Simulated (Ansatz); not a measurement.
MgH₂:
```xyz
6
Lattice="4.5174 0.0000 0.0000 0.0000 4.5174 0.0000 0.0000 0.0000 3.0126" Properties=species:S:1:pos:R:3 pbc="T T T"
Mg     0.0000     0.0000     0.0000
Mg     2.2587     2.2587     1.5063
H      1.3752     1.3752     0.0000
H      0.8835     3.6339     1.5063
H      3.1422     3.1422     0.0000
H      3.6339     0.8835     1.5063
```

x, y and z are the axes in which the lattice vectors are written.

Give the high-frequency dielectric tensor and the Born effective charge tensors of the independent atoms from DFPT, PBE (plane waves, PAW; program Ansatz).


ε∞:
```
3.95  0.00  0.00
0.00  3.95  0.00
0.00  0.00  4.00
```
Z* of atom 1 (Mg), rows: field, columns: displacement, in e:
```
1.87  0.14  0.00
0.14  1.87  0.00
0.00  0.00  1.97
```
Z* of atom 3 (H), rows: field, columns: displacement, in e:
```
-0.94  -0.23   0.00
-0.23  -0.94   0.00
 0.00   0.00  -0.98
```

Static charges for comparison (Bader): Mg1 +1.64, H3 -0.82 e. Born charges measure polarisation by displacement and can exceed these by far.

Space group P4_2/mnm (rutile). The cell was relaxed with PBE under the symmetry of its start.

Potentials: the later of the program's two PAW sets.
